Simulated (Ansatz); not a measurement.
Cu Kα1 powder pattern (kinematic, no thermal factors).
2θ (°) (relative intensity): 14.09 (5), 21.21 (3), 28.41 (1), 28.61 (3), 29.50 (6), 32.03 (19), 35.72 (11), 35.89 (100), 40.75 (2), 40.90 (40), 43.19 (10), 43.47 (1), 46.52 (2), 50.85 (1), 55.41 (13), 59.23 (14), 60.99 (14), 66.65 (13), 67.22 (2), 67.54 (1), 68.93 (5), 71.12 (6), 71.23 (28), 74.43 (3), 76.07 (8), 81.78 (1), 82.79 (2), 84.86 (2), 88.67 (5)

The pattern is computed from a structure relaxed with DFT PBE, scalar-relativistic, plane waves, PAW in Ansatz. No spin polarisation. Its elements are F, Hf.

Give the structure.

Hf₅F.
Space group P4/mmm (No. 123). a = 3.118 Å, b = 3.118 Å, c = 12.558 Å, α = 90.00°, β = 90.00°, γ = 90.00°
```json
{"atom": "Hf", "site": "2h", "symmetry": "4mm", "x": "0.5000", "y": "0.5000", "z": "0.3136"}
{"atom": "Hf", "site": "2g", "symmetry": "4mm", "x": "0.0000", "y": "0.0000", "z": "0.1435"}
{"atom": "Hf", "site": "1b", "symmetry": "4/mmm", "x": "0.0000", "y": "0.0000", "z": "0.5000"}
{"atom": "F", "site": "1c", "symmetry": "4/mmm", "x": "0.5000", "y": "0.5000", "z": "0.0000"}
```

A pattern alone doesn't exclude other cells with like lines; this is the one computed.

Another cell of Hf5F relaxed alike, in P-6m2, lies 121 meV/atom lower, so this cell isn't the stable form at this level.

The structure comes from a generated guess; another structure or a mixture of phases may lie lower.
